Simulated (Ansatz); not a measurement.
# Lattice vibrations of AlCo at Γ

Method: DFT PBE, scalar-relativistic, plane waves, PAW (Ansatz). Settings: 420 eV plane-wave cutoff, Γ-centred 20×20×20 mesh, Fermi-Dirac smearing of 0.15 eV. No spin polarisation. Phonons by linear response, acoustic sum rule imposed.

Equilibrium structure at this level:
```yaml
crystal:
  lattice:
    - [2.85418, 0.00000, 0.00000]
    - [0.00000, 2.85418, 0.00000]
    - [0.00000, 0.00000, 2.85418]
  atoms:
    - { symbol: Al, position: [0.00000, 0.00000, 0.00000] }
    - { symbol: Co, position: [0.50000, 0.50000, 0.50000] }
```

It was relaxed at this level from a Materials Project cell. In a metal, frequencies depend on the k mesh and the smearing, soft modes most.

Optical modes at Γ:
| frequency (THz) | degeneracy |
| --- | --- |
| 9.75 | 3 |

All 3 optical modes at Γ are real: no displacement of atoms at fixed cell lowers the energy to second order. Strains and modes at other wave vectors aren't tested by this run.
